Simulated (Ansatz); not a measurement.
Computed with DFT PBE, scalar-relativistic, plane waves, PAW in Ansatz 0.2.0. Cutoff 420 eV, Γ-centred 10×10×10 mesh (10-atom cell), Gaussian smearing of 0.02 eV, no spin polarisation.

The zero of energy is the elements' standard structures at the same level; no fitted shifts are applied.

Question: Give a relaxed trial structure of a tetragonal semiconductor made of Al, As and In, with a gap near 0.7 eV, a formation energy near −0.37 eV/atom and a density near 4.42 g/cm³, in a cell of 10 atoms.

Answer: Al3In2As5, space group I-4m2 (No. 119). Around Al on a site of symmetry 2mm lie 4 As at 2.49–2.51 Å; Al on a site of symmetry -4m2 has 4 As at 2.50 Å; In has 4 As at 2.65 Å; As on a site of symmetry 2mm has 2 Al at 2.49 Å and 2 In at 2.65 Å; 2 more sites not described.

```yaml
crystal:
  lattice:
    - [-2.08534, 2.08534, 14.79195]
    - [2.08534, -2.08534, 14.79195]
    - [2.08534, 2.08534, -14.79195]
  atoms:
    - { symbol: Al, position: [0.04711, 0.54711, 0.50000] }
    - { symbol: Al, position: [0.45289, 0.95289, 0.50000] }
    - { symbol: Al, position: [0.25000, 0.75000, 0.50000] }
    - { symbol: In, position: [0.85148, 0.35148, 0.50000] }
    - { symbol: In, position: [0.64852, 0.14852, 0.50000] }
    - { symbol: As, position: [0.59341, 0.59341, 0.00000] }
    - { symbol: As, position: [0.00000, 0.00000, 0.00000] }
    - { symbol: As, position: [0.40659, 0.40659, 0.00000] }
    - { symbol: As, position: [0.79635, 0.79635, 0.00000] }
    - { symbol: As, position: [0.20365, 0.20365, 0.00000] }
```

| Item | Value |
| --- | --- |
| Volume per atom | 25.73 Å³ |
| Density | 4.42 g/cm³ |
| Energy over the elements | −0.374 eV/atom |
| Gap on the 10×10×10 mesh of the 10-atom cell | 0.68 eV |

It was reached by relaxing an invented guess, and it needn't be the stable form of this composition. Other answers may fit too; this one was computed.

Kohn–Sham gaps at this level usually fall short of measured ones. The reference form of As is held partly by dispersion forces, which this level lacks. A structure relaxed within its symmetry needn't be a true minimum.
